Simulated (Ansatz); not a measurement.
The relaxed structure here is a generated cell of P: the first start was made by a random draw of sites in a space group, and the end was not matched to a known phase here, so it may be hypothetical. Known forms of P include space group No. 64.

One starting cell of P (a randomly generated symmetric cell of P (space group No. 194)) was relaxed twice with Ansatz (plane waves, PAW, scalar-relativistic): with r2SCAN at 500 eV and with PBE at 420 eV. The r2SCAN result:

```
CELL_PARAMETERS angstrom
      3.29902     0.00000     0.00000
     -1.64951     2.85703     0.00000
      0.00000     0.00000     3.20087
ATOMIC_POSITIONS crystal
  P  0.33333 0.66667 0.25000
  P  0.66667 0.33333 0.75000
```

```tsv
quantity	r2SCAN	PBE
space group	P6₃/mmc	P6₃/mmc
volume (Å³/atom)	15.08	?
a (Å)	3.299	?
c (Å)	3.201	?
gap (eV, no spin-orbit coupling)	0.00	?
```

**Question.** Fill in the PBE column.

**Answer.** 
- volume (Å³/atom), PBE: 15.15
- a (Å), PBE: 3.299
- c (Å), PBE: 3.215
- gap (eV, no spin-orbit coupling), PBE: 0.00

Both levels end in the same structure; PBE's volume is within 0.5 % of r2SCAN's. Neither column is exact.

No spin polarisation in the result.

The run could not lose the symmetry of its start, so the end can be a saddle point.

All atoms sit on sites fixed by symmetry, so only the cell could relax.

Ansatz is a program for electronic structure.
